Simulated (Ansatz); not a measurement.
# Rocksalt alloy of MgO and CaO (6 of 32 Mg sites exchanged), 64 atoms

Ansatz, PAW, plane waves. PBEsol relaxation of volume and atoms (shape held) at the single k point (¼, ¼, ¼) without its symmetry partners; single points on the relaxed atoms at the single k point (¼, ¼, ¼) without its symmetry partners, onto which points of the small cell's zone fold. Arrangement: clustered. No spin–orbit coupling unless named.

Relaxed structure:

```xyz
64
Lattice="8.6914 0.0000 0.0000 0.0000 8.6914 0.0000 0.0000 0.0000 8.6914" Properties=species:S:1:pos:R:3 pbc="T T T"
O     2.1745    0.0252    8.6661
O     2.1738    0.0246    4.3755
O     2.1749    4.3156    8.6663
O     2.1743    4.3154    4.3759
O     6.5200    0.1116    8.5795
O     6.5195    0.1113    4.4620
O     6.5208    4.2291    8.5799
O     6.5203    4.2288    4.4623
O     0.0293    2.1702    8.6660
O     0.0290    2.1699    4.3755
O     0.1158    6.5160    8.5795
O     0.1155    6.5149    4.4620
O     4.3198    2.1706    8.6664
O     4.3195    2.1702    4.3760
O     4.2334    6.5169    8.5799
O     4.2329    6.5160    4.4623
O     0.1155    0.1113    2.1743
O     0.0290    0.0248    6.5206
O     0.1158    4.2288    2.1749
O     0.0294    4.3152    6.5211
O     4.2330    0.1116    2.1756
O     4.3195    0.0251    6.5209
O     4.2334    4.2292    2.1763
O     4.3198    4.3157    6.5213
O     2.1744    2.1703    2.1753
O     2.1744    2.1702    6.5209
O     2.1744    6.5156    2.1747
O     2.1744    6.5160    6.5210
O     6.5199    2.1702    2.1751
O     6.5201    2.1702    6.5210
O     6.5201    6.5159    2.1752
O     6.5202    6.5157    6.5210
Mg    0.0632    0.0589    8.6322
Mg    0.0632    0.0591    4.4099
Mg    0.0631    4.2814    8.6323
Mg    0.0631    4.2816    4.4099
Mg    4.2857    0.0589    8.6321
Mg    4.2855    0.0591    4.4096
Mg    4.2858    4.2814    8.6321
Mg    4.2855    4.2814    4.4095
Mg    2.1745    2.1703    8.6784
Mg    2.1743    2.1703    4.3634
Mg    2.1745    6.5161    8.6346
Mg    2.1743    6.5157    4.4078
Mg    6.5204    2.1703    8.6344
Mg    6.5199    2.1702    4.4076
Mg    2.1744    0.0569    2.1749
Mg    2.1744    0.0127    6.5210
Mg    2.1745    4.2837    2.1754
Mg    2.1745    4.3277    6.5211
Mg    6.5198    0.0570    6.5209
Mg    6.5203    4.2837    6.5210
Mg    0.0611    2.1702    2.1750
Mg    0.0170    2.1702    6.5210
Mg    0.0609    6.5157    6.5210
Mg    4.2879    2.1703    2.1754
Mg    4.3318    2.1703    6.5209
Mg    4.2878    6.5161    6.5210
Ca    6.5203    6.5162    8.6384
Ca    6.5199    6.5158    4.4037
Ca    6.5200    0.0529    2.1751
Ca    6.5204    4.2876    2.1755
Ca    0.0571    6.5158    2.1752
Ca    4.2918    6.5162    2.1755
```

(1) What are the mean bond lengths by pair (pairs within 1.2 times the sum of covalent radii, less contacts 15 % beyond the pair's median; cation–cation pairs of compounds aside; long ionic contacts are cut short by that bound)?

(2) What gap lies between the top filled and the lowest empty level in the single points?

Results:

(1) Ca–O 2.249 ± 0.063 Å (standard deviation, 36 bonds); Mg–O 2.156 ± 0.061 Å (standard deviation, 156 bonds).

(2) r²SCAN 6.12 eV (12 s on NVIDIA H100). Away from Γ this isn't the crystal's band gap.
